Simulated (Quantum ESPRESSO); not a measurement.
One change at a time to AlMgRu5Ta

These are calculations, not measurements. They come from Quantum ESPRESSO 7.5, a public plane-wave density functional program. Each row is one single-point run on a made-up periodic cell of eight metal atoms, with elements, volume, strain and displacements drawn at random and not relaxed, so a cell may be unstable or far from any real phase. There is no spin polarisation or spin-orbit coupling.

Settings: PBE unless stated; PseudoDojo standard norm-conserving files; Fermi-Dirac width 0.25 eV, which means electrons at about 2900 K; cutoff 1143 eV; 8 x 5 x 3 k mesh shifted half a step off Gamma. E is the free energy of the whole cell (internal energy minus TS), so a -TS column is already part of it. Stress is positive in tension, and the pressure P is minus a third of its trace.

Checks: one run of this series was repeated at a higher cutoff and on a denser mesh, which moved values by no more than 0.008 eV, 0.20 GPa and 0.009 eV/Å, and a second program with other atomic files agreed on it to 2 % rms in force and 0.5 GPa in pressure. Known limits: heavy elements are run without spin-orbit coupling, which real alloys of them have; a spin test at this wide smearing found no moment, but such smearing suppresses magnetism that the real alloy may have.

The lattice is hexagonal close-packed, and the cell vectors in Å are (2.756, -0.021, 0.051); (-0.036, 4.931, 0.047); (0.169, 0.090, 9.264), a volume of 125.85 Å³ in run 1. The elements on sites 1 to 8 are Ru Mg Ru Ru Al Ru Ta Ru. Each later run makes one change to run 1 and keeps the rest. E is counted from run 1, and is n/a where other atomic files have another zero of energy.

| run | change | V (Å³) | P (GPa) | -TS (eV) | rms force (eV/Å) | largest change of a force component (eV/Å) | E (eV) |
|---|---|---|---|---|---|---|---|
| 1 | none | 125.85 | -8.02 | -1.758 | 0.971 | 0.000 | 0.000 |
| 2 | sites 2 and 4 exchanged | 125.85 | -7.75 | -1.698 | 0.730 | 2.721 | -0.625 |
| 3 | all lengths scaled by -0.68 % | 123.30 | -4.54 | -1.708 | 1.016 | 0.158 | -0.100 |
| 4 | LDA in place of PBE | 125.85 | -19.08 | -1.758 | 0.918 | 0.294 | n/a |
| 5 | In on site 6 | 125.85 | 3.28 | -1.625 | 1.151 | 1.532 | n/a |
| 6 | site 5 moved by -0.16 Å along x | 125.85 | -7.91 | -1.759 | 0.977 | 0.297 | ? |

## Worked estimate

Along the move dE = -F dx. The force on site 5 along x is -0.023 eV/Å in run 1 and 0.274 eV/Å in run 6, and the move is -0.16 Å, so the mean force times the move gives an estimate.

## Withheld value

Question: what E should run 6 give?

The estimate is 0.020 eV. The calculation gave 0.020 eV.
